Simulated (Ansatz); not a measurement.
Al2Ru: zone-centre modes

All numbers below come from DFT LDA, scalar-relativistic, plane waves, PAW (Ansatz). Plane waves to 420 eV; Γ-centred k mesh 18×18×18; Fermi-Dirac smearing of 0.15 eV. No spin polarisation. Phonons by linear response, acoustic sum rule imposed.

Relaxed structure:
```yaml
crystal:
  lattice:
    - [-1.55099, 1.55099, 4.17097]
    - [1.55099, -1.55099, 4.17097]
    - [1.55099, 1.55099, -4.17097]
  atoms:
    - { symbol: Al, position: [0.65892, 0.65892, 0.00000] }
    - { symbol: Al, position: [0.34108, 0.34108, 0.00000] }
    - { symbol: Ru, position: [0.00000, 0.00000, 0.00000] }
```

In a metal, frequencies and elastic constants depend on the k mesh and the smearing, soft modes and shear constants most.

Question: Is this structure stable against zone-centre distortions?

Answer: Yes, at Γ: no optical mode is imaginary. Strains and other wave vectors aren't tested by this run.

Question: List the optical modes at Γ (i marks imaginary ones).

Answer:
| frequency (cm⁻¹) | degeneracy |
| --- | --- |
| 254 | 1 |
| 265 | 2 |
| 333 | 2 |
| 449 | 1 |